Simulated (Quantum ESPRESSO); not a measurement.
# Si2AlO5F: convergence and cost over cutoff and k mesh

Computed values, not a measurement. The program is pw.x of Quantum ESPRESSO 7.5 (plane-wave density functional theory). The cell is made up: 9 atoms on a quartz lattice, with randomly drawn elements, strain and displacements, not relaxed. PseudoDojo standard norm-conserving files (v0.5 for PBE, v0.4.1 for LDA and PBEsol) set the functional; there is no spin polarisation, spin-orbit coupling or dispersion term, and the masses in the input are unused placeholders.

Input of the run in row 4:

```
&control calculation='scf', pseudo_dir='./dojo.nc.sr.pbe.v0_5.standard.upf', outdir='./o', disk_io='low', tprnfor=.true., tstress=.true. /
&system ibrav=0, nat=9, ntyp=4, nbnd=30, ecutwfc=84.00895049, nosym=.true., tot_charge=0,
 occupations='smearing', smearing='fd', degauss=0.0018374661
/
&electrons conv_thr=7.350e-09, electron_maxstep=60, /
ATOMIC_SPECIES
Al 1.0 Al.upf
F 1.0 F.upf
O 1.0 O.upf
Si 1.0 Si.upf
CELL_PARAMETERS angstrom
5.0453 -0.0713 -0.0627
-2.5844 4.5065 0.0135
-0.0692 -0.0228 5.5582
ATOMIC_POSITIONS angstrom
Si 2.3534 -0.0428 3.6429
Al -1.2483 2.0695 1.9366
Si 1.4443 2.3899 0.0318
O 1.333 1.1141 4.4009
O 3.2042 0.61 2.4003
O 2.857 2.6233 0.5944
O 0.2422 1.7284 1.3065
O -1.1955 3.1825 2.9981
F 0.6798 3.7151 4.845
K_POINTS automatic
5 5 4 1 1 1
```

The same cell was run at these settings. Meshes are shifted by half a step, and differences are from the last row, which is itself not exact.

```
cutoff (eV)     k mesh  k points solved  threshold (eV)  free energy less the last row's (eV)  pressure (GPa)  largest stress difference (GPa)  largest force difference (eV/Å)  iterations  wall time (s)  k-point pools          processor
        800  2 x 2 x 2                4           1e-04                                 0.973           -5.34                             8.91                            0.027           9             16              4  Intel Xeon, older
       1143  1 x 1 x 1                1           1e-07                                 0.125            3.55                             0.64                            0.633          12             31              4  Intel Xeon, older
        730  5 x 5 x 4               50           1e-07                                 2.354          -13.73                            17.33                            0.024          12            103              4  Intel Xeon, older
       1143  5 x 5 x 4               50           1e-07                                 0.002            3.47                             0.02                            0.001          12            154              4  Intel Xeon, older
       1437  7 x 7 x 6              147           1e-07                                 0.000            3.48                             0.00                            0.000          12           1123              4  Intel Xeon, older
```

Each pool is one process. Wall times include start-up and a band step at six k points, which weighs most on the coarsest meshes. The runs were on shared virtual cores whose load varied, so times are rough.